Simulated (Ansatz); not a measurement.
GaSb in space group P4_2/mmc (No. 131; Ga on 2c, Sb on 2e) under volume change, PBE (plane waves, PAW; program Ansatz), shape and atoms relaxed at each volume.

| V (Å³/atom) | E − E(relaxed) (meV/atom) | P (GPa) |
|---|---|---|
| 28.008 | 26.1 | 3.41 |
| 28.931 | 10.6 | 2.02 |
| 29.854 | 2.3 | 0.88 |
| 30.778 | 0.0 | 0.00 |
| 31.701 | 1.9 | -0.66 |
| 32.624 | 7.0 | -1.00 |
| 33.548 | 13.5 | -1.29 |

Task: What does a third-order Birch–Murnaghan fit give for V₀, B₀ and B′?

Result: V₀ = 30.80 Å³/atom, B₀ = 23.6 GPa, B′ = 9.5.

A made-up cell: these elements were put on the sites of a structure type; neither database checked (COD, Materials Project) lists it. It is not the phase usual at ambient conditions (space group No. 216). Symmetry was held in the PBE relaxation; whether a distortion lowers the energy is not shown. Scalar-relativistic: spin–orbit coupling is off unless named, which matters more the heavier the elements.

Potentials: the later of the program's two PAW sets.
